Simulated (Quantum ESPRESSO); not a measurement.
## One change at a time to Al2CuIn2Ru2Sn

All numbers below are calculated, not measured. They come from Quantum ESPRESSO 7.5, a public plane-wave density functional program. Each row is one single-point run on a made-up periodic cell of eight metal atoms, with elements, volume, strain and displacements drawn at random and not relaxed, so a cell may be unstable or far from any real phase. There is no spin polarisation or spin-orbit coupling.

Settings: PBE unless stated; PseudoDojo standard norm-conserving files; Fermi-Dirac width 0.25 eV, which means electrons at about 2900 K; cutoff 1252 eV; 5 x 5 x 4 k mesh shifted half a step off Gamma. E is the free energy of the whole cell (internal energy minus TS), so a -TS column is already part of it. Stress is positive in tension, and the pressure P is minus a third of its trace.

Checks: one run of this series was repeated at a higher cutoff and on a denser mesh, which moved values by no more than 0.012 eV, 0.06 GPa and 0.010 eV/Å, and a second program with other atomic files agreed on it to 2 % rms in force and 0.5 GPa in pressure. Known limits: the copper pseudopotential is less sure than most, with forces differing by about three percent and pressure by about two GPa from a second method on plain copper; the tin pseudopotential is less sure than most, with forces differing by about three percent from a second method on plain tin; heavy elements are run without spin-orbit coupling, which real alloys of them have; a spin test at this wide smearing found no moment, but such smearing suppresses magnetism that the real alloy may have.

The lattice is hexagonal close-packed, and the cell vectors in Å are (4.521, -2.509, -0.061); (-3.003, -0.096, -4.800); (3.070, 5.114, 0.061), a volume of 148.39 Å³ in run 1. The elements on sites 1 to 8 are Al Ru Ru Sn Al In In Cu. Each later run makes one change to run 1 and keeps the rest. E is counted from run 1, and is n/a where other atomic files have another zero of energy.

```
run                           change  V (Å³)  P (GPa)  -TS (eV)  rms force (eV/Å)  largest change of a force component (eV/Å)  E (eV)
  1                             none  148.39    -5.23    -1.137             0.622                                       0.000   0.000
  2          sites 5 and 6 exchanged  148.39    -5.36    -1.141             0.553                                       1.070  -0.016
  3    all lengths scaled by +0.80 %  151.98    -7.01    -1.175             0.590                                       0.114   0.138
  4           PBEsol in place of PBE  148.39    -9.39    -1.137             0.617                                       0.124     n/a
  5                     Ta on site 3  148.39    -0.31    -1.129             0.553                                       0.849     n/a
  6  site 8 moved by +0.13 Å along y  148.39    -5.24    -1.137             0.640                                       0.262       ?
```

## Worked estimate

Along the move dE = -F dx. The force on site 8 along y is -0.261 eV/Å in run 1 and -0.522 eV/Å in run 6, and the move is +0.13 Å, so the mean force times the move gives an estimate.

## Withheld value

Question: what E should run 6 give?

The estimate is 0.051 eV. The calculation gave 0.051 eV.
